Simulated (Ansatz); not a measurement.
CsCaH3: energy along a strain

CsCaH3, Pm-3m, a = 4.621 Å (as given, not relaxed at this level: -2.4 GPa). The structure is a Materials Project entry; whether it is the stable form wasn't checked. Ansatz: LDA, PAW, 420 eV, Γ-centred 6×6×6 mesh on 5 atoms, Gaussian smearing 0.05 eV; no spin polarisation. Cell vectors (Å): 4.621 0.000 0.000; 0.000 4.621 0.000; 0.000 0.000 4.621. The cell is strained by x per cent times the pattern (1 0 0 0 0 0) in the order xx yy zz yz xz xy (engineering shears), with fractional coordinates held. y is the free energy over the start, V0 = 19.737 Å³/atom.

| x (%) | y (meV/atom) |
| --- | --- |
| -6.00 | -6.02 |
| -4.50 | -6.94 |
| -3.00 | -6.11 |
| -1.50 | -3.74 |
| 0.00 | 0.00 |
| 1.50 | 4.94 |
| 3.00 | 10.92 |
| 4.50 | 17.82 |
| 5.25 | 21.56 |
| 6.00 | ? |

Task: Fit y = c1 x + c2 x² + c3 x³ to the other rows, get the stiffness along the pattern, and predict the missing energy.

Result: Least squares on the rows shown. y = 2.9142 x + 0.26930 x² − 0.0081314 x³. The clamped-ion stiffness p·C·p = 2 × 2.693 eV × 160.2 / 19.737 Å³ = 44 GPa, which is C11 in these axes (second derivative at the start, which stands under stress). At x = 6.00 the fit asked for gives 25.42 meV/atom. The run gave 25.49 meV/atom, so the fit is 0.07 meV/atom too low, a small miss on the scale of the series.